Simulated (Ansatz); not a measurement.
## Be2CdS3: zone-centre modes

All numbers below come from DFT PBE, scalar-relativistic, plane waves, PAW (Ansatz 0.2.0). Settings: 420 eV plane-wave cutoff, Γ-centred 4×4×4 mesh, fixed occupations. No spin polarisation. Phonons by linear response, acoustic sum rule imposed.

The cell, relaxed at this level:
```yaml
crystal:
  lattice:
    - [5.52061, -3.19119, 0.00000]
    - [5.52061, 3.19119, 0.00000]
    - [0.00000, 0.00000, 5.97201]
  atoms:
    - { symbol: Be, position: [0.16843, 0.48526, 0.49561] }
    - { symbol: Be, position: [0.51474, 0.83157, 0.49561] }
    - { symbol: Be, position: [0.83157, 0.51474, 0.99561] }
    - { symbol: Be, position: [0.48526, 0.16843, 0.99561] }
    - { symbol: Cd, position: [0.82165, 0.17835, 0.50078] }
    - { symbol: Cd, position: [0.17835, 0.82165, 0.00078] }
    - { symbol: S, position: [0.83660, 0.54856, 0.63868] }
    - { symbol: S, position: [0.45144, 0.16340, 0.63868] }
    - { symbol: S, position: [0.21665, 0.78335, 0.57565] }
    - { symbol: S, position: [0.16340, 0.45144, 0.13868] }
    - { symbol: S, position: [0.54856, 0.83660, 0.13868] }
    - { symbol: S, position: [0.78335, 0.21665, 0.07565] }
```

It was reached by relaxing an invented guess, and it needn't be the stable form of this composition. The run warned that its linear response isn't converged on this k mesh, so dielectric tensors, Born charges and infrared intensities are rough, and the frequencies may be too.

**Question.** Is this structure stable against zone-centre distortions?

**Answer.** Yes, at Γ: no optical mode is imaginary. Strains and other wave vectors aren't tested by this run.

**Question.** List the optical modes at Γ without the LO field (i marks imaginary ones).

**Answer.**
```csv
frequency (cm⁻¹),degeneracy,IR intensity of the level ((D/Å)²/amu)
72,1,0.02
73,1,0.00
87,1,0.02
116,1,2.03
131,1,2.13
142,1,2.09
190,1,0.00
193,1,0.00
247,1,0.00
248,1,0.04
251,1,0.17
252,1,0.15
270,1,4.02
276,1,1.59
279,1,0.00
280,1,1.29
306,1,3.31
311,1,0.58
316,1,0.00
318,1,0.00
339,1,0.29
473,1,0.28
476,1,0.00
478,1,1.39
486,1,23.88
496,1,2.52
497,1,0.00
507,1,10.19
517,1,31.55
531,1,18.07
531,1,0.00
537,1,28.86
540,1,7.93
```
